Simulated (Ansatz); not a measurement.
A geometry of Al away from equilibrium: step 2 of the relaxation of a relaxed Al cell, doubled along one cell vector, shaken by Gaussian noise of σ = 0.08 Å a coordinate. Method: r2SCAN (plane waves to 500 eV, PAW, scalar-relativistic; Ansatz, a program for electronic structure). Γ-centred k-mesh 4×8×6 on the run's cell (coarser than for final values), Fermi–Dirac smearing 0.05 eV. The plane waves were selected for a different cell earlier on the path.

```yaml
crystal:
  lattice:
    - [8.99339, 0.07499, 0.01245]
    - [-2.21587, 3.81740, 0.00604]
    - [0.00722, 0.01226, 5.17446]
  atoms:
    - { symbol: Al, position: [0.97745, 0.97925, 0.72744] }
    - { symbol: Al, position: [0.47378, 0.95605, 0.72579] }
    - { symbol: Al, position: [0.02058, 0.03927, 0.22917] }
    - { symbol: Al, position: [0.52867, 0.02645, 0.22491] }
    - { symbol: Al, position: [0.14380, 0.64703, 0.75930] }
    - { symbol: Al, position: [0.64776, 0.63134, 0.77576] }
    - { symbol: Al, position: [0.35317, 0.35438, 0.23052] }
    - { symbol: Al, position: [0.84682, 0.36215, 0.25220] }
```

### Question
What forces act on the atoms (eV/Å)?

### Answer
```
atom     Fx     Fy     Fz
----  -----  -----  -----
Al1   -0.51  -0.42  -0.16
Al2   -0.41  -0.33  -0.24
Al3    0.53   0.34  -0.19
Al4   -0.06   0.21  -0.12
Al5   -0.05  -0.10   0.21
Al6   -0.14  -0.20   0.31
Al7    0.13   0.01   0.03
Al8    0.51   0.49   0.17
```

The path ends in Pbca (No. 61) at a tolerance of 0.01 Å, Cmce (No. 64) at 0.1 Å. No spin polarisation in the result.

The end of the path is a generated cell of Al: the first start was made by placing the elements on the sites of a structure type, and the end was not matched to a known phase here, so it may be hypothetical. Known forms of Al include space group No. 225.
